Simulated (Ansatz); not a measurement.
## Property card for BAs

BAs:
```xyz
8
Lattice="6.5398 0.0000 0.0000 0.0000 3.4130 0.0000 0.0000 0.0000 5.6822" Properties=species:S:1:pos:R:3 pbc="T T T"
B      1.0531     0.8533     2.2815
B      2.2168     2.5598     5.1227
B      5.4867     2.5598     3.4007
B      4.3230     0.8533     0.5596
As     5.4642     0.8533     2.2253
As     4.3455     2.5598     5.0665
As     1.0756     2.5598     3.4569
As     2.1943     0.8533     0.6158
```

Space group Pnma (No. 62); conventional cell a = 6.5398 Å, b = 3.4130 Å, c = 5.6822 Å, α = β = γ = 90.00°.

Method: the program Ansatz at the PBE+D3(BJ) level (PAW). Structure relaxed to zero pressure with the same functional. Other levels are named where they apply.

### Cell and energy

```
Item                                                          Value
-----------------------------------------------------  ------------
Volume per atom                                            15.85 Å³
Density                                                  4.49 g/cm³
Formation energy from the elements (no fitted shifts)  257 meV/atom
```

### Electronic structure

```
Quantity                                                                                                     Result
--------------------------------------------  ---------------------------------------------------------------------
Band gap                                                                                         0.44 eV (indirect)
Valence-band maximum                                                                                           at Γ
Conduction-band minimum                       at U (k = 0.500, 0.000, 0.500 in fractions of the reciprocal vectors)
Smallest direct gap on the standard path                                                                    1.18 eV
Hole effective mass                                                          0.15, 0.47, 0.88 mₑ (principal values)
Hole effective mass with spin–orbit coupling                                 0.16, 0.47, 0.89 mₑ (principal values)
Gap with spin–orbit coupling                                                                                0.44 eV
```

### Mechanics

```
Property                                Value
----------------------------------  ---------
Bulk modulus (Birch–Murnaghan fit)  1020 kbar
Pressure derivative B′                    2.3
```

The start of the workflow was typed in or built on a structure type; neither database checked (COD, Materials Project) lists it. It is not the phase usual at ambient conditions (space group No. 216). The PBE+D3(BJ) relaxation kept the symmetry of its start; its stability against distortions is not shown here. The volume moved by 25 % from the start of the relaxation. Its formation energy is positive at this level, so the cell may be metastable or incomplete. The references are the lowest solids computed at this level, not always the standard phases. Spin–orbit coupling is left out wherever it is not named.

Potentials: the later of the program's two PAW sets.
